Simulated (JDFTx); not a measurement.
An input for a modified build of JDFTx (Ca(111), linear PCM (GLSSA13), water, 0.5 M NaF; bohr, hartree) and the course of its log:

```
lattice \
  7.4519596815 3.7259798407 0.0000000000 \
  0.0000000000 6.4535863972 0.0000000000 \
  0.0000000000 0.0000000000 42.3298651916
coords-type Lattice
ion Ca 0.6666666667 0.6666666667 -0.1402567989 0
ion Ca 0.3333333333 0.3333333333 0.0000000000 0
ion Ca 0.0000000000 0.0000000000 0.1402567989 0
ion-species pseudo/ca_pbe_v1.upf
elec-cutoff 20 100
elec-ex-corr gga-PBE
coulomb-interaction Slab 001
coulomb-truncation-embed 0 0 0
kpoint-folding 6 6 1
elec-smearing Fermi 0.01
elec-n-bands 24
electronic-scf nIterations 100 energyDiffThreshold 1e-08
fluid LinearPCM
pcm-variant GLSSA13
fluid-solvent H2O
fluid-cation Na+ 0.5
fluid-anion F- 0.5
fluid-minimize nIterations 400 knormThreshold 1e-11
wavefunction read vac.wfns
elec-initial-eigenvals vac.eigenvals
dump-name f0.$VAR
dump End State Ecomponents EigStats BandEigs Forces ElecDensity IonicPositions Fillings Kpoints Dtot FluidDebug BoundCharge FluidDensity
```

```
[one cycle in 5 is shown, and the last three; fluid-solver lines are left out]
	FillingsUpdate:  mu: -0.090632159  nElectrons: 30.000000
SCF: Cycle:  0   F: -110.757990480374573   dF: -2.266e-03   |Residual|: 5.569e-03   |deigs|: 6.255e-04
	FillingsUpdate:  mu: -0.033767182  nElectrons: 30.000000
SCF: Cycle:  5   F: -110.680099873696719   dF: +8.242e-02   |Residual|: 2.816e-02   |deigs|: 3.786e-02
	FillingsUpdate:  mu: -0.046081670  nElectrons: 30.000000
SCF: Cycle: 10   F: -110.750221027478716   dF: -1.069e-02   |Residual|: 1.180e-02   |deigs|: 2.619e-03
	FillingsUpdate:  mu: -0.066865453  nElectrons: 30.000000
SCF: Cycle: 15   F: -110.763100138682731   dF: -1.108e-06   |Residual|: 5.053e-03   |deigs|: 2.634e-04
	FillingsUpdate:  mu: -0.055204440  nElectrons: 30.000000
SCF: Cycle: 20   F: -110.763564063112739   dF: +1.047e-05   |Residual|: 5.658e-03   |deigs|: 8.522e-04
	FillingsUpdate:  mu: -0.046873543  nElectrons: 30.000000
SCF: Cycle: 25   F: -110.757452399797970   dF: +6.683e-03   |Residual|: 1.004e-02   |deigs|: 1.402e-02
	FillingsUpdate:  mu: -0.067024094  nElectrons: 30.000000
SCF: Cycle: 30   F: -110.764034908396042   dF: +5.266e-04   |Residual|: 4.177e-03   |deigs|: 1.944e-03
	FillingsUpdate:  mu: -0.059623625  nElectrons: 30.000000
SCF: Cycle: 35   F: -110.765808452250724   dF: -8.591e-04   |Residual|: 2.407e-03   |deigs|: 5.815e-03
	FillingsUpdate:  mu: -0.049738231  nElectrons: 30.000000
SCF: Cycle: 40   F: -110.762208998638641   dF: -4.653e-03   |Residual|: 7.643e-03   |deigs|: 4.599e-03
	FillingsUpdate:  mu: -0.057069286  nElectrons: 30.000000
SCF: Cycle: 45   F: -110.765730810798871   dF: +1.035e-04   |Residual|: 3.879e-03   |deigs|: 1.888e-03
	FillingsUpdate:  mu: -0.060822354  nElectrons: 30.000000
SCF: Cycle: 50   F: -110.765570735930439   dF: +8.082e-04   |Residual|: 4.459e-03   |deigs|: 2.020e-03
	FillingsUpdate:  mu: -0.057414291  nElectrons: 30.000000
SCF: Cycle: 55   F: -110.768095449506220   dF: -2.353e-03   |Residual|: 3.658e-03   |deigs|: 4.183e-03
	FillingsUpdate:  mu: -0.059096323  nElectrons: 30.000000
SCF: Cycle: 60   F: -110.768554409735955   dF: -6.212e-04   |Residual|: 3.887e-03   |deigs|: 8.088e-04
	FillingsUpdate:  mu: -0.058326568  nElectrons: 30.000000
SCF: Cycle: 65   F: -110.767879703314236   dF: -4.324e-03   |Residual|: 3.674e-03   |deigs|: 7.793e-03
	FillingsUpdate:  mu: -0.057522349  nElectrons: 30.000000
SCF: Cycle: 70   F: -110.766688755831836   dF: -4.771e-03   |Residual|: 7.943e-03   |deigs|: 1.826e-03
	FillingsUpdate:  mu: -0.056613403  nElectrons: 30.000000
SCF: Cycle: 75   F: -110.766625726246872   dF: +1.674e-03   |Residual|: 4.917e-03   |deigs|: 4.800e-03
	FillingsUpdate:  mu: -0.031290032  nElectrons: 30.000000
SCF: Cycle: 80   F: -110.733624600102956   dF: -2.059e-02   |Residual|: 1.898e-02   |deigs|: 7.077e-03
	FillingsUpdate:  mu: -0.054532191  nElectrons: 30.000000
SCF: Cycle: 85   F: -110.766048993988150   dF: -7.874e-04   |Residual|: 6.187e-03   |deigs|: 4.233e-03
	FillingsUpdate:  mu: -0.049665076  nElectrons: 30.000000
SCF: Cycle: 90   F: -110.763176365113395   dF: +3.459e-03   |Residual|: 5.975e-03   |deigs|: 3.432e-03
	FillingsUpdate:  mu: -0.050841036  nElectrons: 30.000000
SCF: Cycle: 95   F: -110.760865788624898   dF: +5.677e-03   |Residual|: 9.558e-03   |deigs|: 4.241e-03
	FillingsUpdate:  mu: -0.052249622  nElectrons: 30.000000
SCF: Cycle: 97   F: -110.763525569215247   dF: -4.844e-03   |Residual|: 8.722e-03   |deigs|: 2.348e-03
	FillingsUpdate:  mu: -0.052302092  nElectrons: 30.000000
SCF: Cycle: 98   F: -110.764447497944616   dF: -9.219e-04   |Residual|: 8.112e-03   |deigs|: 3.705e-04
	FillingsUpdate:  mu: -0.051598657  nElectrons: 30.000000
SCF: Cycle: 99   F: -110.766555275283750   dF: -2.108e-03   |Residual|: 5.427e-03   |deigs|: 2.499e-03
SCF: None of the convergence criteria satisfied after 100 iterations.
IonicMinimize: Iter:   0  F: -110.766555275283750  |grad|_K:  0.000e+00
IonicMinimize: Converged (|grad|_K<1.000000e-04).
```

This run gave no converged result. The electronic loop ended without meeting its threshold, so the last energy, levels and forces aren't results.
